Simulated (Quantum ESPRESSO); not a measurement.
pw.x input (Quantum ESPRESSO 7.5; PBEsol, PseudoDojo standard norm-conserving files, scalar-relativistic):

```
&CONTROL
  calculation = 'scf'
  pseudo_dir = './pseudo'
  outdir = './out'
  tprnfor = .true.
  tstress = .true.
/
&SYSTEM
  ibrav = 0
  nat = 6
  ntyp = 3
  ecutwfc = 100.0
  ecutrho = 400.0
  occupations = 'smearing'
  smearing = 'fd'
  degauss = 0.002
  nbnd = 45
  assume_isolated = '2D'
/
&ELECTRONS
  conv_thr = 6e-10
/
ATOMIC_SPECIES
O 15.9990 O.upf
Br 79.9040 Br.upf
Lu 174.9668 Lu.upf
CELL_PARAMETERS angstrom
  3.718891637000   0.000000000000   0.000000000000
  0.000000000000   3.718891637000   0.000000000000
  0.000000000000   0.000000000000  20.000000000000
ATOMIC_POSITIONS crystal
O   0.000000000000   0.000000000000  -0.000000000000
O   0.500000000000   0.500000000000  -0.000000000000
Br   0.500000000000   0.000000000000   0.137232910700
Br   0.000000000000   0.500000000000  -0.137232910700
Lu   0.000000000000   0.500000000000   0.055380337200
Lu   0.500000000000   0.000000000000  -0.055380337200
K_POINTS automatic
8 8 1 0 0 0
```

End of the output:

```
     total energy              =   -1115.58803153 Ry
     estimated scf accuracy    <       0.00000058 Ry
     total energy              =   -1115.58803163 Ry
     estimated scf accuracy    <       0.00000001 Ry
     total energy              =   -1115.58803164 Ry
     estimated scf accuracy    <          4.1E-09 Ry
[...]
     the Fermi energy is    -4.8208 ev
!    total energy              =   -1115.58803164 Ry
     estimated scf accuracy    <          4.6E-11 Ry
     smearing contrib. (-TS)   =       0.00000000 Ry
     internal energy E=F+TS    =   -1115.58803164 Ry
     The total energy is F=E-TS. E is the sum of the following terms:
     one-electron contribution =   -9558.46585335 Ry
     hartree contribution      =    4808.66418382 Ry
     xc contribution           =    -184.99246033 Ry
     ewald contribution        =    3819.20609822 Ry
     convergence has been achieved in  14 iterations
     Forces acting on atoms (cartesian axes, Ry/au):
     atom    1 type  1   force =     0.00000000    0.00000000    0.00000000
     atom    2 type  1   force =     0.00000000    0.00000000    0.00000000
     atom    3 type  2   force =     0.00000000    0.00000000    0.00050634
     atom    4 type  2   force =     0.00000000    0.00000000   -0.00050634
     atom    5 type  3   force =     0.00000000    0.00000000    0.00004210
     atom    6 type  3   force =     0.00000000    0.00000000   -0.00004210
     Total force =     0.000719     Total SCF correction =     0.000133
     SCF correction compared to forces is large: reduce conv_thr to get better values
```
In a gapped system the printed Fermi energy is only some level inside the gap.

Spin-orbit coupling is not included.

Geometry relaxed with PBEsol.
